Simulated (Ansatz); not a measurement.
As:
```yaml
crystal:
  lattice:
    - [0.00000, 2.11004, 2.11004]
    - [2.11004, 0.00000, 2.11004]
    - [2.11004, 2.11004, 0.00000]
  atoms:
    - { symbol: As, position: [0.00000, 0.00000, 0.00000] }
```

Relaxed with r²SCAN+D4. Special points in fractions of this cell's reciprocal vectors: Γ (0.000, 0.000, 0.000); X (0.500, 0.000, 0.500); U (0.625, 0.250, 0.625); K (0.375, 0.375, 0.750); L (0.500, 0.500, 0.500); W (0.500, 0.250, 0.750).

Q: List the band energies nearest the Fermi level at these points for DFT-r²SCAN+D4 with spin–orbit coupling in the program Ansatz with PAW potentials.

A: In eV from the Fermi level; about four levels below and three above (degenerate sets whole), none deeper than 8.9 eV; … stands for higher levels left out; points with the same levels are listed once.

```tsv
k	below	above
Γ	–	5.74 5.74 6.32 6.32 6.32 6.32
X	-6.15 -6.15	0.36 0.36 0.60 0.60
U	-5.06 -5.06 -3.74 -3.74	1.44 1.44 6.80 6.80
L	-7.25 -7.25	4.08 4.08 4.42 4.42
W	-3.90 -3.90 -1.84 -1.84	11.83 11.83 …
```

Space group Fm-3m (fcc (Cu type)). A made-up cell: these elements were put on the sites of a structure type; neither database checked (COD, Materials Project) lists it. It is not the phase usual at ambient conditions (space group No. 166). The r²SCAN+D4 relaxation kept the symmetry of its start. At this level the phase is mechanically unstable.

Potentials: the later of the program's two PAW sets.
